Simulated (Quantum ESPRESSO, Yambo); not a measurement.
Ba2LuNbO6 (space group Fm-3m, No. 225): one geometry, one set of norm-conserving PBEsol (Quantum ESPRESSO, 100 Ry, scalar-relativistic) orbitals, self-energies from Yambo (2×2×2 Γ-centred k mesh, bands 3 to 232 and a 7 Ry block in the screening, 232 bands in G with the Bruneval-Gonze terminator, plasmon pole fitted at 27.2 eV).

| level | gap Γ → Γ (eV) |
|---|---|
| PBEsol (Quantum ESPRESSO) | 2.83 |
| exchange only (Hartree-Fock self-energy on PBEsol orbitals) | … |
| static COHSEX@PBEsol | 4.31 |
| G0W0@PBEsol, plasmon pole | … |

What belongs in the gaps?


- exchange only (Hartree-Fock self-energy on PBEsol orbitals), gap Γ → Γ (eV): 12.42
- G0W0@PBEsol, plasmon pole, gap Γ → Γ (eV): 3.57

Bare exchange has no screening and gives the widest gap; static COHSEX screens it but leaves out the frequency dependence, which G0W0 restores.

Nearest settings tried, and what they do to the gap: 3 Ry block (113 vectors against 339): -64 meV. Not varied: bands in G, bands in W, mesh. So the settings aren't converged at that level. The k mesh is coarse.

Spin-orbit coupling is not included.

Geometry of the Materials Project entry, not relaxed at this level; primitive cell a = 5.9413 Å, b = 5.9413 Å, c = 5.9413 Å, α = 60.00°, β = 60.00°, γ = 60.00°.

The structure is a Materials Project entry; no match was found in the copy of COD used, and its stability was not checked.
